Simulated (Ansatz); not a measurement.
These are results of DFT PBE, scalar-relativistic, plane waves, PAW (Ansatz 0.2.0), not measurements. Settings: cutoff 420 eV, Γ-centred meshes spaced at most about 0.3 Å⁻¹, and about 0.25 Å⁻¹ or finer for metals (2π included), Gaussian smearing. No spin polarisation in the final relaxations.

Temperature and zero-point effects are left out.

Two relaxed structures of BP₄:

1.

```
CELL_PARAMETERS angstrom
4.16053 0.00000 0.00000
0.00000 4.16053 0.00000
0.00000 0.00000 5.17554
ATOMIC_POSITIONS crystal
B 0.50000 0.50000 0.00000
P 0.50000 0.00000 0.00000
P 0.00000 0.50000 0.00000
P 0.00000 0.00000 0.23438
P 0.00000 0.00000 0.76562
```

2.

```
CELL_PARAMETERS angstrom
3.17160 0.00000 0.00000
-1.58580 2.74669 0.00000
0.00000 0.00000 11.03208
ATOMIC_POSITIONS crystal
B 0.66667 0.33333 0.50000
P 0.33333 0.66667 0.14127
P 0.33333 0.66667 0.85873
P 0.00000 0.00000 0.50000
P 0.66667 0.33333 0.00000
```

Task: Which is lower in energy, and by how much?

Result: Cell 2 is lower, by 183 meV/atom. Cell 1 has space group P4/mmm (No. 123), 17.9 Å³/atom and no gap on its mesh; cell 2 has space group P-6m2 (No. 187), 19.2 Å³/atom and no gap. Counting P atoms around B (those within 1.25 times the shortest such distance or 1.15 times the sum of covalent radii, 1.27 where that leaves under three), cell 1 has B 4 and cell 2 has B 3. Cell 1 and cell 2 both hold P–P nets. Even the lower one lies +0.41 eV/atom against the reference forms of the elements (uncorrected), so neither is stable at this level. In cell 1, B has 4 P at 2.08 Å; P on a site of symmetry mmm is surrounded by 2 B at 2.08 Å and 4 P at 2.41 Å; around P on a site of symmetry 4mm lie 5 P at 2.41–2.43 Å and 1 P at 2.75 Å. In cell 2, around B lie 3 P at 1.83 Å; around P on a site of symmetry 3m lie 3 P at 2.40 Å; P on a site of symmetry -6m2 has 3 B at 1.83 Å; 1 more site not described. Both come from invented guesses.

No dispersion correction is applied, so the spacing and binding between layers, chains or molecules are poorly described (P4/mmm, P-6m2), and this can change margins and order among such cells. In P4/mmm, P-6m2 an odd number of electrons in the primitive cell allows no gap without spin; a larger cell or a magnetic state could open one. A magnetic state wasn't ruled out in cells without spin, among them P4/mmm, P-6m2. Cells relaxed within their symmetry can be saddle points.
